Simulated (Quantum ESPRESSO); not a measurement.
**Band energies of KSc2F7**

```xyz
10
Lattice="3.2721 -5.2948 0.0000 3.2721 5.2948 0.0000 0.0000 0.0000 4.0483" Properties=species:S:1:pos:R:3 pbc="T T T"
F      3.2721     2.1518     0.0000
F      3.2721    -2.1518     0.0000
F      1.2385    -1.5246     2.0242
F      5.3056     1.5246     2.0242
F      1.2385     1.5246     2.0242
F      5.3056    -1.5246     2.0242
F      3.2721     0.0000     2.0242
K      0.0000     0.0000     0.0000
Sc     3.2721     2.0482     2.0242
Sc     3.2721    -2.0482     2.0242
```

norm-conserving LDA (Quantum ESPRESSO, 84 Ry, scalar-relativistic); path ΓXSRAZΓYX1A1TY,ZT; energies in eV from the valence-band maximum.

```
k (1/Å)  point  band 36  band 37  band 38  band 39  band 40  band 41  band 42  band 43
-------  -----  -------  -------  -------  -------  -------  -------  -------  -------
0.00         Γ    -0.93    -0.77    -0.30    -0.09     0.00     6.05     6.17     6.24
0.44              -0.83    -0.81    -0.64    -0.15    -0.10     5.95     6.07     6.20
0.66         X    -0.79    -0.70    -0.64    -0.09    -0.08     5.84     6.12     6.16
0.66         S    -0.79    -0.65    -0.65    -0.29    -0.05     5.92     6.08     6.19
1.05              -0.75    -0.67    -0.63    -0.32    -0.05     6.28     6.45     6.53
1.44         R    -0.68    -0.61    -0.55    -0.36    -0.05     6.67     6.85     6.90
1.44         A    -0.70    -0.68    -0.56    -0.10    -0.08     6.62     6.87     6.89
1.66              -0.73    -0.64    -0.58    -0.15    -0.14     6.71     6.80     6.93
2.10         Z    -0.58    -0.53    -0.37    -0.15    -0.02     6.80     6.86     6.91
2.49              -0.72    -0.71    -0.33    -0.12    -0.01     6.42     6.50     6.55
2.88         Γ    -0.93    -0.77    -0.30    -0.09     0.00     6.05     6.17     6.24
3.27              -0.71    -0.69    -0.68    -0.11    -0.02     5.85     6.06     6.25
3.47         Y    -0.66    -0.66    -0.65    -0.05    -0.03     5.80     6.07     6.25
3.47        X1    -0.79    -0.70    -0.64    -0.09    -0.08     5.84     6.12     6.16
3.60              -0.79    -0.71    -0.65    -0.09    -0.08     5.89     6.17     6.21
3.86              -0.83    -0.72    -0.68    -0.09    -0.08     6.21     6.49     6.51
4.12              -0.71    -0.69    -0.58    -0.10    -0.08     6.56     6.82     6.84
4.25        A1    -0.70    -0.68    -0.56    -0.10    -0.08     6.62     6.87     6.89
4.40              -0.75    -0.67    -0.53    -0.06    -0.04     6.59     6.84     6.95
4.54         T    -0.73    -0.66    -0.53    -0.04    -0.02     6.58     6.83     6.98
4.67              -0.75    -0.66    -0.56    -0.04    -0.02     6.52     6.78     6.93
4.93              -0.77    -0.71    -0.68    -0.04    -0.02     6.17     6.45     6.60
5.19              -0.69    -0.66    -0.65    -0.05    -0.03     5.84     6.12     6.30
5.32         Y    -0.66    -0.66    -0.65    -0.05    -0.03     5.80     6.07     6.25
5.32         Z    -0.58    -0.53    -0.37    -0.15    -0.02     6.80     6.86     6.91
5.56              -0.59    -0.53    -0.34    -0.24    -0.02     6.70     6.81     6.99
5.91         T    -0.73    -0.66    -0.53    -0.04    -0.02     6.58     6.83     6.98
```

The LDA gap is indirect, 5.80 eV, from Γ to Y; the smallest direct gap is 5.82 eV.

Geometry of the Materials Project entry, not relaxed at this level.

The structure is a Materials Project entry; no match was found in the copy of COD used, and its stability was not checked.

Letters of k points follow the standard setting of the lattice, whose axes may be ordered differently from the printed cell.
